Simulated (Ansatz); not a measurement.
Input and command of a plane-wave DFT calculation in Ansatz:

```yaml
crystal:
  lattice:
    - [-1.5514382228, 1.5514382228, 1.6309991572]
    - [1.5514382228, -1.5514382228, 1.6309991572]
    - [1.5514382228, 1.5514382228, -1.6309991572]
  atoms:
    - { symbol: Al, position: [0.0, 0.0, 0.0] }
basis:
  ecutwfc: 420
kpoints:
  mp_grid: { grid: [20, 20, 20] }
hamiltonian:
  xc: pbesol
scf:
  occupations: { method: gaussian, width: 0.15 }
output:
  forces: true
  stress: true
  eigenvalues: true
```

```bash
ansatz run input.yaml --threads 1 --pin off --max-ram 2560MiB --backend cpu --events-out ev --progress --plain --runs-dir out
```

Processor: Intel(R) Xeon(R) Processor @ 2.50GHz (Skylake/Cascade Lake), 1 thread, on a host shared with other jobs.

Estimate time, memory and problem size.

About 7.2 s on 1 thread of Intel(R) Xeon(R) Processor @ 2.50GHz (Skylake/Cascade Lake), with other jobs on the host, peak memory 0.37 GiB. It solves 6 bands at 641 k points (the mesh reduced by symmetry) with about 321 plane waves, in 6 SCF iterations.
